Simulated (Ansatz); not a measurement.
# 6 guesses for Mg₃CdS₂ and where they end

Level of theory: Ansatz 0.2.0, DFT PBE, scalar-relativistic, plane waves, PAW. All cells share a 420 eV cutoff and Γ-centred k meshes spaced at most about 0.3 Å⁻¹ (about 0.25 or finer for metals, 2π included). No spin polarisation in the final relaxations.

Each guess was relaxed in cell and atoms at zero pressure, within the symmetry of its start. All energies are static (0 K, no zero-point motion). Coordination counts S atoms around Cd and Mg (those within 1.25 times the shortest such distance or 1.15 times the sum of covalent radii; a plus sign parts nearer from farther groups; the shortest distance is added where it is long for a bond; a slash parts the counts of unlike sites).

```tsv
guess	made from	start group	V start (Å³/atom)	end group	V end (Å³/atom)	coordination at the end	gap on mesh (eV)	E over the lowest end (meV/atom)
1	random cell	P6/mmm	25.2	P6/mmm	38.2	Mg 2/6 from 3.9 Å, Cd 2	0	689
2	random cell	P-6m2	19.9	?	?	?	?	?
3	Ce2NiGe3 type	P-6m2	19.5	P-6m2	22.7	Mg 6 from 3.1 Å/6 from 3.4 Å, Cd 6 from 3.4 Å	0	734
4	LaMn2Ni3 type	P6/mmm	21.9	P6/mmm	22.3	Mg 4, Cd 6 from 3.9 Å	0	58
5	Li2ZnCu3 type	R-3m	22.3	R-3m	28.8	Mg 2, Cd 6+2 from 3.7 Å	0	299
6	NaSn2Pd3 type	P6mm	20.7	P6/mmm	22.1	Mg 4, Cd 12 from 4.2 Å	0	0
```

Guess 2 as it starts:

```
Mg Cd S
1.0
     4.49153    0.00000    0.00000
    -2.24577    3.88978    0.00000
     0.00000    0.00000    6.83440
Mg Cd S
3 1 2
Direct
  0.81664 0.18336 0.50000
  0.81664 0.63329 0.50000
  0.36671 0.18336 0.50000
  0.00000 0.00000 0.00000
  0.00000 0.00000 0.67428
  0.00000 0.00000 0.32572
```

Task: Predict the end of this guess and its energy over the lowest end.

Result: It ends in space group P-6m2 (No. 187), with a = 6.076 Å, c = 11.570 Å, 61.6 Å³/atom and a gap of 0.54 eV. It lies 0.41 eV/atom over the lowest end, above guess 5 and below guess 1. Counting S atoms around Cd and Mg, this end has Mg 2, Cd 2 from 4.0 Å and the lowest (guess 6) has Mg 4, Cd 12 from 4.2 Å.

```cif
data_structure
_symmetry_space_group_name_H-M 'P-6m2'
_symmetry_Int_Tables_number 187
_cell_length_a 6.0758
_cell_length_b 6.0758
_cell_length_c 11.5703
_cell_angle_alpha 90.000
_cell_angle_beta 90.000
_cell_angle_gamma 120.000
_cell_volume 369.89
loop_
_atom_site_label
_atom_site_type_symbol
_atom_site_symmetry_multiplicity
_atom_site_Wyckoff_symbol
_atom_site_fract_x
_atom_site_fract_y
_atom_site_fract_z
_atom_site_occupancy
Mg1 Mg 3 k 0.83724 0.16276 0.50000 1
Cd1 Cd 1 a 0.00000 0.00000 0.00000 1
S1 S 2 g 0.00000 0.00000 0.65087 1
```

Formation energies are uncorrected and refer to the elements' standard structures at the same level.

Task: Is the lowest end bound against the elements?

Result: Yes: its formation energy is −0.65 eV/atom. A negative formation energy is needed for stability but isn't enough: competing phases decide.

No dispersion correction is applied, so the spacing and binding between layers, chains or molecules are poorly described (P-6m2 at 61.6 Å³/atom), and this can change margins and order among such cells. Kohn–Sham gaps at this level usually fall short of measured ones. A magnetic state wasn't ruled out in cells without spin, among them P6/mmm at 22.1 Å³/atom. The reference form of S is held partly by dispersion forces, which this level lacks. Cells relaxed within their symmetry can be saddle points. A lower structure may well exist outside this small set. Some candidate types were left out of the draw beforehand, so a known form may be missing.
